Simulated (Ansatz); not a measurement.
Co (dhcp (α-La type), P6_3/mmc) under volume change, plane-wave PAW r²SCAN (Ansatz code), shape and atoms relaxed at each volume.

```json
[
 {"V (Å³/atom)": "9.721", "E − E(relaxed) (meV/atom)": "70.6", "P (GPa)": "26.10"},
 {"V (Å³/atom)": "10.042", "E − E(relaxed) (meV/atom)": "?", "P (GPa)": "?"},
 {"V (Å³/atom)": "10.362", "E − E(relaxed) (meV/atom)": "6.7", "P (GPa)": "7.01"},
 {"V (Å³/atom)": "10.683", "E − E(relaxed) (meV/atom)": "0.0", "P (GPa)": "-0.01"},
 {"V (Å³/atom)": "11.003", "E − E(relaxed) (meV/atom)": "?", "P (GPa)": "?"},
 {"V (Å³/atom)": "11.324", "E − E(relaxed) (meV/atom)": "22.8", "P (GPa)": "-10.90"},
 {"V (Å³/atom)": "11.644", "E − E(relaxed) (meV/atom)": "49.0", "P (GPa)": "-15.07"}
]
```

### Question
Complete the blanks.

### Answer

- 11.003, E − E(relaxed) (meV/atom): 6.0
- 11.003, P (GPa): -5.82
- 10.042, E − E(relaxed) (meV/atom): 29.2
- 10.042, P (GPa): 15.67

### Question
What does a third-order Birch–Murnaghan fit give for V₀, B₀ and B′?

### Answer
V₀ = 10.68 Å³/atom, B₀ = 217 GPa, B′ = 5.1.

The first step of the workflow began from a Materials Project structure, measured or hypothetical. Its sites differ from those of the usual phase in this space group: another stacking or structure type. The cell was relaxed with r²SCAN under the symmetry of its start; whether a distortion lowers the energy is not shown. Spin order of the final state: ferromagnetic, chosen from 5 collinear starts compared on coarse meshes (ties went to the first, and starts can fall back to one state), not a proven ground state. Other orbital occupations within this spin state were not tried.

Potentials: the earlier of the program's two PAW sets.
